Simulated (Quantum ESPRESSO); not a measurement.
## Kohn-Sham bands of Ag (R-3m, model phase)

```xyz
3
Lattice="-1.4730 2.5514 0.0000 -2.9461 0.0000 0.0000 -1.4730 0.8505 7.2046" Properties=species:S:1:pos:R:3 pbc="T T T"
Ag     0.0000     0.0000     0.0000
Ag    -1.4730     0.8505     2.4002
Ag     1.4730    -0.8505    -2.4002
```

Cell from Materials Project (mp-989737), symmetrised, no further relaxation. This isn't the element's usual structure (fcc); take it as a model of another phase. Level: LDA, no spin polarisation, no spin-orbit coupling; pw.x of Quantum ESPRESSO at 69 Ry with PseudoDojo potentials, 6×6×6 k-points, Wannier90. Density: 16×16×16 mesh, cold smearing 0.01 Ry.

List the Kohn-Sham levels between −8 and 3.0 eV relative to the Fermi level at the high-symmetry points, as a band run of pw.x on that density gives them (levels within 2 meV counted together).


| point | k (reciprocal lattice) | levels (eV) |
|---|---|---|
| Γ | 0.000 0.000 0.000 | -7.41, -5.90, -5.89, -4.52 (×2), -4.50, -4.40 (×2), -4.30 (×2), -3.76 (×2), -3.14 (×2), -3.12, -3.12, -3.04 (×2) |
| T | 0.000 0.000 0.500 | -6.65, -6.63, -6.00, -4.59 (×2), -4.51 (×2), -4.41 (×2), -4.32 (×2), -3.58 (×2), -3.45 (×2), -2.89 (×2), -0.24 |
| H_2 | -0.324 -0.648 0.176 | -5.43, -5.23, -5.13, -5.11, -4.90, -4.73, -4.43, -4.36, -4.34, -3.82, -3.74, -3.30, -3.00, -2.99, -2.89 |
| H_0 | -0.352 -0.676 -0.176 | -5.43, -5.23, -5.13, -5.11, -4.90, -4.73, -4.43, -4.36, -4.34, -3.82, -3.74, -3.30, -3.00, -2.99, -2.89 |
| L | 0.000 -0.500 0.000 | -6.00, -5.73, -5.72, -5.42, -5.42, -4.52, -4.47, -3.72, -3.62, -3.30, -3.28, -2.82, -2.73, -2.72, -2.72, 0.01, 1.22 (×2) |
| S_0 | -0.338 -0.676 -0.338 | -5.43, -5.22, -5.20, -5.05, -4.90, -4.71, -4.43, -4.40, -4.34, -3.81, -3.73, -3.30, -3.02, -2.93, -2.93 |
| S_2 | -0.338 -0.662 0.000 | -5.43, -5.22, -5.20, -5.05, -4.90, -4.71, -4.43, -4.40, -4.34, -3.81, -3.73, -3.30, -3.02, -2.93, -2.93 |
| F | -0.500 -0.500 0.000 | -5.99, -5.91, -5.60, -5.54, -4.94, -4.81, -4.16, -4.13, -3.72, -3.57, -2.84, -2.79, -2.74, -2.72, -2.68, 0.32, 0.55, 1.45 |
